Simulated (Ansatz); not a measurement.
Run record: relaxation of CuPt (R-3m)

Level of theory: PBEsol, PAW on Ansatz 0.2.0's default frozen-core files (fitted under PBE), scalar-relativistic.

The structure is one entry of a database and needn't be the stable phase.

Command line:

```sh
ansatz run input.yaml --threads 1 --pin off --max-ram 3072MiB --backend cpu --events-out ev --progress --plain --runs-dir out
```

input.yaml:

```yaml
crystal:
  lattice:
    - [1.36229697058, 0.78652252268, 4.24445499]
    - [-1.36229697058, 0.78652252268, 4.24445499]
    - [0.0, -1.57304504536, 4.24445499]
  atoms:
    - { symbol: Cu, position: [0.0, 0.0, 0.0] }
    - { symbol: Pt, position: [0.5, 0.5, 0.5] }
kpoints:
  mp_grid: { grid: [16, 16, 16] }
scf:
  occupations: { method: fermi_dirac, width: 0.05 }
hamiltonian:
  xc: pbesol
  pseudopotentials: { kind: paw }
relax:
  f_tol: 0.002
  max_steps: 80
  cell: {}
output:
  forces: true
  stress: true
  write_density: true
  write_potential: true
  elf: true
  volumetric_format: npy
```

The program printed:

```
Warning: RAYON_NUM_THREADS=1 ignored (pool sized by the plan → 1); use --threads N
basis.fft_grid_basis auto: the FFT boxes are laid along the combinations [[1, -1, 0], [0, 1, 0], [0, -1, 1]] of the cell's own vectors, 2.725, 4.527 and 2.725 Å long. The dense box has 20×32×20 points. Along the cell's own ...
Engine: ansatz 0.2.0, aarch64-unknown-linux-gnu
Pseudopotentials: kind: paw
Pseudopotential: Cu, paw, valence charge 19, recommended cutoff 420 eV (normal), Cu.paw.azcp
Pseudopotential: Pt, paw, valence charge 18, recommended cutoff 420 eV (normal), Pt.paw.azcp
Functional definition: PBEsol
  exchange = pbesol_x
  correlation = pbesol_c
Crystal: 2 atoms, lattice volume = 27.287 Å³
Basis set: ecut = 420 eV, 537 PW (Γ), FFT grids on a1−a2, a2, −a2+a3, exchange–correlation on 40×64×40 points (8 copies of the dense FFT grid, shifted against one another)
Bands: 23, of which v1, the nominal top of the filled ones, is band 19 counted from 1 (18 counted from 0)
Symmetry: 12 space group operations
Space group: R-3m (ITA 166), of the structure as read, at distance tolerance 3.0e-5 Å
k-points: 417 of 4096
Non-local potential: Cu, projectors of the file, l = 0: 3, l = 1: 2, l = 2: 3, l = 3: 1
Non-local potential: Pt, projectors of the file, l = 0: 3, l = 1: 2, l = 2: 2, l = 3: 1
PAW form: soft (Blöchl's): semilocal exchange-correlation on the pseudo side does not see the compensation charge
PAW frozen core: Cu, regenerated for the run's functional, and the local potential with it (the file was generated under x = pbe(κ = 0.804, μ = 0.2195149727645171), c = pbe(β = 0.06672455060314922))
PAW frozen core: Pt, regenerated for the run's functional, and the local potential with it (the file was generated under x = pbe(κ = 0.804, μ = 0.2195149727645171), c = pbe(β = 0.06672455060314922))
PAW one-centre angular grid: Cu, 590 points (default); XC on 64 Gauss nodes
PAW one-centre angular grid: Pt, 590 points (default); XC on 64 Gauss nodes
Initial density: superposition of atomic densities (neutral atoms: chi_scale 0, normalization atom), corrected by the library's trained network
Initial wavefunctions: pseudopotential atomic-orbital guess
Functional: x = pbesol(κ = 0.804, μ = 0.12345679012345678), c = pbesol(β = 0.046)
SCF iter   1: F=—  HF=-18972.900138 eV  |F-HF|=—  |Δ(HF+E_count)|=         —  Δρ=1.39e-2  dr2=3.32e-2  ethr=1.77e-3  ⟨swp⟩=5.8  Hψ=37621  notcnv=0
preconditioner: auto → Kerker (q_TF=auto, 2.870 Å⁻¹)  [metal: Δε(μ)=0.003 eV  Ē_g=10.655 eV  σ=0.050 eV  W_gap=0.02  n_scr=14 (ndim 8)  ℏωp=32.6 eV  f_vac=0.000  D(μ)=1.23/eV (n_scr^D=14)]
SCF iter   2: F=—  HF=-18972.893412 eV  |F-HF|=—  |Δ(HF+E_count)|=   6.73e-3  Δρ=3.94e-3  dr2=6.33e-3  ethr=8.98e-5  ⟨swp⟩=2.2  Hψ=18199  notcnv=0  defer=92
SCF iter   3: F=—  HF=-18972.892419 eV  |F-HF|=—  |Δ(HF+E_count)|=   9.93e-4  Δρ=2.11e-3  dr2=1.86e-3  ethr=1.71e-5  ⟨swp⟩=1.1  Hψ=9534  notcnv=0  defer=92
SCF iter   4: F=—  HF=-18972.891972 eV  |F-HF|=—  |Δ(HF+E_count)|=   4.47e-4  Δρ=5.49e-4  dr2=1.71e-4  ethr=5.03e-6  ⟨swp⟩=2.1  Hψ=13145  notcnv=0  defer=92
[... 37 lines left out ...]
SCF iter   3: F=—  HF=-18972.898464 eV  |F-HF|=—  |Δ(HF+E_count)|=   3.89e-8  Δρ=1.28e-5  dr2=5.12e-8  ethr=7.23e-10  ⟨swp⟩=1.0  Hψ=9592  notcnv=0
iter 4 did not close the SCF: its close was put off for the readings that it lacked (scf_convergence_deferred on its scf_iter line)
SCF iter   4: F=-18972.898464 eV  HF=-18972.898464 eV  |F-HF|=6.29e-9  |Δ(HF+E_count)|=   8.45e-9  Δρ=4.99e-6  dr2=7.28e-9  ethr=1.39e-10  ⟨swp⟩=2.3  Hψ=13562  notcnv=0
iter 5 did not close the SCF: its close was put off for the readings that it lacked (scf_convergence_deferred on its scf_iter line)
SCF iter   5: F=-18972.898464 eV  HF=-18972.898464 eV  |F-HF|=3.67e-10  |Δ(HF+E_count)|=   1.20e-9  Δρ=8.04e-7  dr2=3.97e-10  ethr=1.97e-11  ⟨swp⟩=1.1  Hψ=9669  notcnv=0
SCF iter   6: F=-18972.898464 eV  HF=-18972.898464 eV  |F-HF|=5.82e-11  |Δ(HF+E_count)|=  1.09e-11  Δρ=2.74e-7  dr2=4.90e-11  ethr=1.07e-12  ⟨swp⟩=4.2  Hψ=46463  notcnv=0
SCF 4 converged in 6 iterations: F = -18972.898464 eV  dr2 = 4.90e-11
relax step   4: F+E_penalty+E_count = -18972.89846374 eV  Δ(F+E_penalty+E_count) = -8.688e-6 eV  max|allowed force component| = 2.693e-28 eV/Å  Δτ_max = 0.0000 Å  P = -0.005 GPa  Ω = 26.808 Å³  energy of the carried Pulay ...
Initial wavefunctions: pseudopotential atomic-orbital guess (no wavefunctions were taken with the density)
iter 1 solved again at ethr=7.90e-9 eV; its pass at ethr=3.10e-3 eV (dr2=2.92e-6 eV) is discarded
SCF iter   1: F=—  HF=-18972.898195 eV  |F-HF|=—  |Δ(HF+E_count)|=         —  Δρ=4.97e-5  dr2=1.00e-7  ethr=7.90e-9  ⟨swp⟩=3.7  Hψ=67171  notcnv=0
SCF iter   2: F=—  HF=-18972.898194 eV  |F-HF|=—  |Δ(HF+E_count)|=   6.07e-7  Δρ=3.06e-5  dr2=9.67e-8  ethr=2.71e-10  ⟨swp⟩=2.0  Hψ=16501  notcnv=0
SCF iter   3: F=—  HF=-18972.898194 eV  |F-HF|=—  |Δ(HF+E_count)|=   2.50e-9  Δρ=1.03e-5  dr2=1.17e-8  ethr=2.61e-10  ⟨swp⟩=1.0  Hψ=9591  notcnv=0
SCF iter   4: F=—  HF=-18972.898194 eV  |F-HF|=—  |Δ(HF+E_count)|=   2.60e-9  Δρ=1.07e-6  dr2=3.07e-10  ethr=3.15e-11  ⟨swp⟩=2.0  Hψ=16379  notcnv=0
SCF iter   5: F=—  HF=-18972.898194 eV  |F-HF|=—  |Δ(HF+E_count)|=  2.40e-10  Δρ=5.47e-7  dr2=1.32e-11  ethr=1.00e-12  ⟨swp⟩=2.0  Hψ=17084  notcnv=0
SCF iter   6: F=-18972.898194 eV  HF=-18972.898194 eV  |F-HF|=3.64e-12  |Δ(HF+E_count)|=    0.00e0  Δρ=7.07e-8  dr2=4.41e-13  ethr=1.00e-12  ⟨swp⟩=5.0  Hψ=39255  notcnv=0
SCF 5 converged in 6 iterations: F = -18972.898194 eV  dr2 = 4.41e-13
relax step   5: F+E_penalty+E_count = -18972.89819396 eV  Δ(F+E_penalty+E_count) = +2.698e-4 eV  max|allowed force component| = 6.058e-28 eV/Å  Δτ_max = 0.0000 Å  P = +0.006 GPa  Ω = 26.808 Å³  stress off target by 1.04e-2 GPa  ...
basis re-selected at this cell: Δ(F+E_penalty+E_count) = +2.698e-4 eV, ΔP = +0.010 GPa vs the last step (what re-selecting the basis moved, of the pressure what is left beyond the Pulay correction that the steps carried, after ...
SCF converged after 6 iterations
Free energy (F): -18972.898194 eV
Harris-Foulkes:  -18972.898194 eV  (|F-HF|=3.64e-12)
Internal energy: -18972.888507 eV  (E = F + TS)
E sigma→0 (E₀):  -18972.893351 eV
Entropy (-TS):   -0.009687 eV (-4.843 meV/atom)
Fermi energy:    20.200446 eV
--- Per-component energies (eV) ---
  E_band       = -469.283445
  E_kinetic    = 939.209553
  E_local      = -5602.232819  (includes V_loc(G=0)·N_el)
  E_nonlocal   = 597.216429
  E_hartree    = 2379.981467
  E_xc         = -349.708112
  E_vxc        = -418.248627  (∫ρ·V_xc dr)
  E_paw        = -10945.195228  (= ΣΔE_a)
  E_vpaw       = -745.191310  (= ΣTr[D̂ρ^β])
  E_aug_tail   = 0.000432  (compensation charges beyond the density's cutoff)
  E_ewald      = -5992.653413
  E_core_change = 0.493183  (= ΣΔE_core)
  E_smearing   = -0.009687  (= −TS)
  E_closure    = 0.000000  (closes the sum)
  Σ components = -18972.898194   (vs F -18972.898194, Δ=0.00e0)
--- Forces (eV/Å), atoms counted from 1 ---
  atom   1  Cu    -0.00000000     0.00000000     0.00000000
  atom   2  Pt    -0.00000000     0.00000000    -0.00000000
  max |Σ_I F_I| component: 9.42e-28 eV/Å
--- Stress (GPa, compression-positive) ---
        0.010402       0.000000      -0.000000
        0.000000       0.010402       0.000000
       -0.000000       0.000000      -0.003490
  P = ⅓ Tr σ = 0.0058 GPa (0.058 kbar)
--- Relaxed structure (4 steps of the walk, 4 accepted, 1 SCFs on fresh bases) ---
  F+E_penalty+E_count = -18972.89819396 eV   max|allowed force component| = 6.058e-28 eV/Å   (the final SCF, on the basis selected at the relaxed cell)
  cell:  # Å, volume = 26.8079 Å³
    - [1.3521884322496016, 0.7806863553544052, 4.232500928545719]
    - [-1.3521884322496016, 0.7806863553544052, 4.232500928545719]
    - [-3.2158598748667508e-18, -1.5613727107088105, 4.232500928545719]
  atoms:
    - { symbol: Cu, position: [-2.2417052132140073e-37, 1.4399021542125861e-37, 1.990372600712825e-37] }
    - { symbol: Pt, position: [0.49999999999999983, 0.49999999999999983, 0.49999999999999983] }
```

Self-consistency was reached.

### Relaxation

Relaxation of a crystal by Kohn-Sham DFT from the given cell to forces under 2 meV/angstrom; pressure positive in compression.

- Energy change: -3.14 meV/atom
- Volume change: -1.756 %
- Length change (a, b, c): -0.337, -0.337, -0.337 %
- Angle change: -0.147, -0.147, -0.147 degrees
- Start pressure: -3.91 GPa

Known limits: frozen-core PAW files fitted under PBE, their cores solved anew for the functional of the run; no spin-orbit coupling on heavy atoms.

Cost: 83 s on 1 thread of Arm Neoverse V1, on a shared host, peak memory 0.52 GiB.
